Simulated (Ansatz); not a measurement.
TaAlO₄:
```
CELL_PARAMETERS angstrom
      6.07720     1.89096     0.00000
     -6.07720     1.89096     0.00000
     -1.96541     0.00000     6.14759
ATOMIC_POSITIONS crystal
  Ta 0.10580 0.89420 0.23191
  Ta 0.89420 0.10580 0.76809
  Al 0.20090 0.79910 0.82051
  Al 0.79910 0.20090 0.17949
  O  0.64153 0.35847 0.20214
  O  0.35847 0.64153 0.79786
  O  0.05741 0.94259 0.86498
  O  0.94259 0.05741 0.13502
  O  0.85880 0.14120 0.47486
  O  0.14120 0.85880 0.52514
  O  0.73770 0.26230 0.85768
  O  0.26230 0.73770 0.14232
```

Plane-wave PAW PBEsol (Ansatz code) gives a gap of 4.13 eV without spin–orbit coupling, maximum on the M2–D line, 86 % of the way from M2, minimum at A.

### Question
What happens when spin–orbit coupling is switched on?

### Answer
The gap decreases by 0.01 eV, to 4.12 eV; maximum on the M2–D line, 86 % of the way from M2, minimum at A.

### Question
Give the electron effective mass with spin–orbit coupling.

### Answer
0.61, 1.4, 18 mₑ (principal values).

### Question
Give the hole effective mass with spin–orbit coupling.

### Answer
2.2, 2.3, 4.3 mₑ (principal values).

Space group C2/m. The workflow started from a Materials Project entry (that database holds measured and hypothetical structures alike); the Crystallography Open Database files this formula in space group No. 12, but the cells were not matched. Its standing as an ambient phase is unchecked. The PBEsol relaxation kept the symmetry of its start; its stability against distortions is not shown here. No spin polarisation was allowed.

Potentials: the later of the program's two PAW sets.
